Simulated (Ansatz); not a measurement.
In₂Ag in space group I4/mcm (No. 140; In on 8h, Ag on 4a) under volume change, plane-wave PAW PBEsol (Ansatz code), shape and atoms relaxed at each volume.

```json
[
 {"V (Å³/atom)": "19.770", "E − E(relaxed) (meV/atom)": "[?]", "P (GPa)": "[?]"},
 {"V (Å³/atom)": "20.422", "E − E(relaxed) (meV/atom)": "[?]", "P (GPa)": "[?]"},
 {"V (Å³/atom)": "21.074", "E − E(relaxed) (meV/atom)": "4.4", "P (GPa)": "2.22"},
 {"V (Å³/atom)": "21.726", "E − E(relaxed) (meV/atom)": "0.0", "P (GPa)": "0.00"},
 {"V (Å³/atom)": "22.377", "E − E(relaxed) (meV/atom)": "3.8", "P (GPa)": "-1.81"},
 {"V (Å³/atom)": "23.029", "E − E(relaxed) (meV/atom)": "14.3", "P (GPa)": "-3.29"},
 {"V (Å³/atom)": "23.681", "E − E(relaxed) (meV/atom)": "30.2", "P (GPa)": "-4.48"}
]
```

Problem. Fill in the missing entries.

Solution. 
- 19.770, E − E(relaxed) (meV/atom): 45.4
- 19.770, P (GPa): 8.26
- 20.422, E − E(relaxed) (meV/atom): 18.8
- 20.422, P (GPa): 4.94

Problem. What does a third-order Birch–Murnaghan fit give for V₀, B₀ and B′?

Solution. V₀ = 21.73 Å³/atom, B₀ = 66.8 GPa, B′ = 5.8.

The workflow started from a Materials Project entry (that database holds measured and hypothetical structures alike); the Crystallography Open Database files this formula in space group No. 140, but the cells were not matched. Whether it is the stable phase at ambient conditions was not checked. The PBEsol relaxation kept the symmetry of its start; of distortions, only those at the zone centre were tested. The run is not spin-polarised.

Potentials: the later of the program's two PAW sets.
